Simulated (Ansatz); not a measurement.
FeS$_{2}$:
```yaml
crystal:
  lattice:
    - [5.32370, 0.00000, 0.00000]
    - [0.00000, 5.32370, 0.00000]
    - [0.00000, 0.00000, 5.32370]
  atoms:
    - { symbol: Fe, position: [0.00000, 0.00000, 0.00000] }
    - { symbol: Fe, position: [0.50000, 0.50000, 0.00000] }
    - { symbol: Fe, position: [0.00000, 0.50000, 0.50000] }
    - { symbol: Fe, position: [0.50000, 0.00000, 0.50000] }
    - { symbol: S, position: [0.38169, 0.38169, 0.38169] }
    - { symbol: S, position: [0.88169, 0.11831, 0.61831] }
    - { symbol: S, position: [0.61831, 0.88169, 0.11831] }
    - { symbol: S, position: [0.11831, 0.61831, 0.88169] }
    - { symbol: S, position: [0.61831, 0.61831, 0.61831] }
    - { symbol: S, position: [0.11831, 0.88169, 0.38169] }
    - { symbol: S, position: [0.38169, 0.11831, 0.88169] }
    - { symbol: S, position: [0.88169, 0.38169, 0.11831] }
```

Relaxed with PBEsol.

Give the Bader charges and basin volumes of the independent atoms, PBEsol in the plane-wave PAW code Ansatz.



```json
[
 {"atom": "Fe1", "Bader charge (e)": "+0.65", "Bader volume (Å³)": "9.1"},
 {"atom": "S5", "Bader charge (e)": "-0.32", "Bader volume (Å³)": "14.3"}
]
```

Space group Pa-3. The cell was relaxed with PBEsol under the symmetry of its start. The workflow began spin-polarised and lost its moments.

Potentials: the later of the program's two PAW sets.
